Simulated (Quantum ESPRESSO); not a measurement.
MgGa₂SiN₄ (made-up cell) (calculated)

Computed with Quantum ESPRESSO 7.5. Calculation on a made-up crystal cell, not a measurement: periodic Kohn-Sham density functional theory in plane waves with PseudoDojo standard norm-conserving scalar-relativistic pseudopotentials, each functional with its own files (v0.5 for PBE, v0.4.1 for LDA and PBEsol), no spin polarisation, no spin-orbit coupling, atoms not relaxed, stress positive in tension, energies less a fixed whole-eV offset for each atom's element; levels are Kohn-Sham levels at fractions of this cell's reciprocal vectors, counted from the reference band (half the neutral cell's valence electrons, rounded up) at Gamma; error bars cover cutoff and k-mesh only, not smearing or the files; added strain carries the atoms with the cell, and shear is the tensor component; each bar is the largest change over components, and at least 0.002 eV, 0.002 eV per angstrom or 0.02 GPa; energies are for the whole cell, and the offsets were chosen from early runs and are not element reference energies.

Settings shared by all entries: lattice type wurtzite; functional pbe; cutoff 1143 eV; fermi dirac smearing 0.025 eV; scf tolerance 1e-07 eV; electrons removed 0; k mesh 6 x 4 x 4, shifted by half a step.

(1) 
```xyz
8
Lattice="3.1899 0.0000 0.0000 0.0000 5.5250 0.0000 0.0000 0.0000 5.2090" Properties=species:S:1:pos:R:3 formula=MgGa2SiN4 free_energy_less_offsets=-0.9994 smearing_term_minus_ts=0 scf_iterations=13 pressure=4.375 stress_xx=4.868 stress_yy=-12.6 stress_zz=-5.389 stress_yz=-8.938 stress_xz=2.384 stress_xy=-2.627 error_bar_energy=0.002 error_bar_stress=0.02363 error_bar_force=0.008184 error_bars_from=tighter_rerun_of_a_related_cell
Ga     0.0183    -0.1687     0.0163
Ga     1.7388     2.6197    -0.0317
Si     1.6061     0.9261     2.5480
Mg    -0.0167     3.6486     2.6190
N      0.0690    -0.0159     2.0226
N      1.4889     2.7616     1.8612
N      1.6352     1.1222     4.5129
N      0.0092     3.5943     4.4683
```

Units: free_energy_less_offsets, smearing_term_minus_ts, error_bar_energy in eV; pressure, stress_xx, stress_yy, stress_zz, stress_yz, stress_xz, stress_xy, error_bar_stress in GPa; error_bar_force in eV/Å.

Atoms:
| atoms element | atom site | atom energy offset (eV) |
| --- | --- | --- |
| Ga | 1 | -2080 |
| Ga | 2 | -2080 |
| Si | 3 | -115 |
| Mg | 4 | -1617 |
| N | 5 | -283 |
| N | 6 | -283 |
| N | 7 | -283 |
| N | 8 | -283 |

Forces:
| site | x (eV/Å) | y (eV/Å) | z (eV/Å) |
| --- | --- | --- | --- |
| 1 | 0.1622 | 0.7643 | -1.153 |
| 2 | -0.8149 | 7.533 | 2.853 |
| 3 | 0.003161 | 2.747 | 0.4997 |
| 4 | -0.9779 | -0.8658 | -1.432 |
| 5 | -0.4506 | 3.019 | 0.1189 |
| 6 | 1.683 | -4.503 | 0.8128 |
| 7 | -0.5181 | -10.03 | -4.871 |
| 8 | 0.9132 | 1.339 | 3.172 |

(2) 
```xyz
8
Lattice="3.1899 0.0000 0.0000 0.0000 5.5250 0.0000 0.0000 0.0000 5.2090" Properties=species:S:1:pos:R:3 formula=MgGa2SiN4 free_energy_less_offsets=-1.064 smearing_term_minus_ts=0 scf_iterations=13 pressure=4.285 stress_xx=4.956 stress_yy=-12.36 stress_zz=-5.454 stress_yz=-8.838 stress_xz=1.562 stress_xy=-3.121 error_bar_energy=0.002 error_bar_stress=0.02363 error_bar_force=0.008184 error_bars_from=tighter_rerun_of_a_related_cell
Ga     0.0183    -0.1687     0.0163
Ga     1.7388     2.6197    -0.0317
Si     1.6061     0.9261     2.5480
Mg    -0.0167     3.6486     2.6190
N      0.0690    -0.0159     2.0226
N      1.5402     2.7616     1.8612
N      1.6352     1.1222     4.5129
N      0.0092     3.5943     4.4683
```

Units: free_energy_less_offsets, smearing_term_minus_ts, error_bar_energy in eV; pressure, stress_xx, stress_yy, stress_zz, stress_yz, stress_xz, stress_xy, error_bar_stress in GPa; error_bar_force in eV/Å.

Atoms:
| atoms element | atom site | atom energy offset (eV) |
| --- | --- | --- |
| Ga | 1 | -2080 |
| Ga | 2 | -2080 |
| Si | 3 | -115 |
| Mg | 4 | -1617 |
| N | 5 | -283 |
| N | 6 | -283 |
| N | 7 | -283 |
| N | 8 | -283 |

Forces:
| site | x (eV/Å) | y (eV/Å) | z (eV/Å) |
| --- | --- | --- | --- |
| 1 | 0.1634 | 0.7636 | -1.156 |
| 2 | -0.7829 | 7.521 | 2.796 |
| 3 | 0.1336 | 2.752 | 0.4966 |
| 4 | -0.3619 | -0.9761 | -1.526 |
| 5 | -0.4066 | 3.028 | 0.1187 |
| 6 | 0.8376 | -4.397 | 0.9795 |
| 7 | -0.5372 | -10.03 | -4.878 |
| 8 | 0.9539 | 1.341 | 3.169 |

(3) 
```xyz
8
Lattice="3.1899 0.0000 0.0000 0.0000 5.5250 0.0000 0.0000 0.0000 5.2090" Properties=species:S:1:pos:R:3 formula=MgGa2SiN4 free_energy_less_offsets=-1.083 smearing_term_minus_ts=0 scf_iterations=13 pressure=4.293 stress_xx=4.935 stress_yy=-12.28 stress_zz=-5.536 stress_yz=-8.827 stress_xz=0.9939 stress_xy=-3.45 error_bar_energy=0.002 error_bar_stress=0.02363 error_bar_force=0.008184 error_bars_from=tighter_rerun_of_a_related_cell
Ga     0.0183    -0.1687     0.0163
Ga     1.7388     2.6197    -0.0317
Si     1.6061     0.9261     2.5480
Mg    -0.0167     3.6486     2.6190
N      0.0690    -0.0159     2.0226
N      1.5756     2.7616     1.8612
N      1.6352     1.1222     4.5129
N      0.0092     3.5943     4.4683
```

Units: free_energy_less_offsets, smearing_term_minus_ts, error_bar_energy in eV; pressure, stress_xx, stress_yy, stress_zz, stress_yz, stress_xz, stress_xy, error_bar_stress in GPa; error_bar_force in eV/Å.

Atoms:
| atoms element | atom site | atom energy offset (eV) |
| --- | --- | --- |
| Ga | 1 | -2080 |
| Ga | 2 | -2080 |
| Si | 3 | -115 |
| Mg | 4 | -1617 |
| N | 5 | -283 |
| N | 6 | -283 |
| N | 7 | -283 |
| N | 8 | -283 |

Forces:
| site | x (eV/Å) | y (eV/Å) | z (eV/Å) |
| --- | --- | --- | --- |
| 1 | 0.1643 | 0.763 | -1.158 |
| 2 | -0.7629 | 7.514 | 2.764 |
| 3 | 0.224 | 2.754 | 0.4955 |
| 4 | 0.05746 | -1.001 | -1.546 |
| 5 | -0.3763 | 3.033 | 0.1183 |
| 6 | 0.2621 | -4.375 | 1.042 |
| 7 | -0.5503 | -10.03 | -4.882 |
| 8 | 0.9818 | 1.343 | 3.166 |

(4) 
```xyz
8
Lattice="3.1899 0.0000 0.0000 0.0000 5.5250 0.0000 0.0000 0.0000 5.2090" Properties=species:S:1:pos:R:3 formula=MgGa2SiN4 free_energy_less_offsets=-1.073 smearing_term_minus_ts=0 scf_iterations=13 pressure=4.421 stress_xx=4.764 stress_yy=-12.31 stress_zz=-5.721 stress_yz=-8.905 stress_xz=0.08401 stress_xy=-3.973 error_bar_energy=0.002 error_bar_stress=0.02363 error_bar_force=0.008184 error_bars_from=tighter_rerun_of_a_related_cell
Ga     0.0183    -0.1687     0.0163
Ga     1.7388     2.6197    -0.0317
Si     1.6061     0.9261     2.5480
Mg    -0.0167     3.6486     2.6190
N      0.0690    -0.0159     2.0226
N      1.6316     2.7616     1.8612
N      1.6352     1.1222     4.5129
N      0.0092     3.5943     4.4683
```

Units: free_energy_less_offsets, smearing_term_minus_ts, error_bar_energy in eV; pressure, stress_xx, stress_yy, stress_zz, stress_yz, stress_xz, stress_xy, error_bar_stress in GPa; error_bar_force in eV/Å.

Atoms:
| atoms element | atom site | atom energy offset (eV) |
| --- | --- | --- |
| Ga | 1 | -2080 |
| Ga | 2 | -2080 |
| Si | 3 | -115 |
| Mg | 4 | -1617 |
| N | 5 | -283 |
| N | 6 | -283 |
| N | 7 | -283 |
| N | 8 | -283 |

Forces:
| site | x (eV/Å) | y (eV/Å) | z (eV/Å) |
| --- | --- | --- | --- |
| 1 | 0.1655 | 0.7617 | -1.16 |
| 2 | -0.7344 | 7.507 | 2.727 |
| 3 | 0.3671 | 2.755 | 0.4958 |
| 4 | 0.7223 | -0.9536 | -1.506 |
| 5 | -0.3287 | 3.038 | 0.1173 |
| 6 | -0.6466 | -4.425 | 1.052 |
| 7 | -0.5712 | -10.03 | -4.886 |
| 8 | 1.026 | 1.347 | 3.16 |

(5) 
```xyz
8
Lattice="3.1899 0.0000 0.0000 0.0000 5.5250 0.0000 0.0000 0.0000 5.2090" Properties=species:S:1:pos:R:3 formula=MgGa2SiN4 free_energy_less_offsets=-1.066 smearing_term_minus_ts=0 scf_iterations=13 pressure=4.458 stress_xx=4.716 stress_yy=-12.33 stress_zz=-5.76 stress_yz=-8.931 stress_xz=-0.07764 stress_xy=-4.066 error_bar_energy=0.002 error_bar_stress=0.02363 error_bar_force=0.008184 error_bars_from=tighter_rerun_of_a_related_cell
Ga     0.0183    -0.1687     0.0163
Ga     1.7388     2.6197    -0.0317
Si     1.6061     0.9261     2.5480
Mg    -0.0167     3.6486     2.6190
N      0.0690    -0.0159     2.0226
N      1.6414     2.7616     1.8612
N      1.6352     1.1222     4.5129
N      0.0092     3.5943     4.4683
```

Units: free_energy_less_offsets, smearing_term_minus_ts, error_bar_energy in eV; pressure, stress_xx, stress_yy, stress_zz, stress_yz, stress_xz, stress_xy, error_bar_stress in GPa; error_bar_force in eV/Å.

Atoms:
| atoms element | atom site | atom energy offset (eV) |
| --- | --- | --- |
| Ga | 1 | -2080 |
| Ga | 2 | -2080 |
| Si | 3 | -115 |
| Mg | 4 | -1617 |
| N | 5 | -283 |
| N | 6 | -283 |
| N | 7 | -283 |
| N | 8 | -283 |

Forces:
| site | x (eV/Å) | y (eV/Å) | z (eV/Å) |
| --- | --- | --- | --- |
| 1 | 0.1657 | 0.7615 | -1.16 |
| 2 | -0.7296 | 7.506 | 2.723 |
| 3 | 0.3921 | 2.755 | 0.4961 |
| 4 | 0.8398 | -0.9345 | -1.49 |
| 5 | -0.3204 | 3.039 | 0.117 |
| 6 | -0.8064 | -4.444 | 1.042 |
| 7 | -0.5749 | -10.03 | -4.886 |
| 8 | 1.034 | 1.348 | 3.159 |
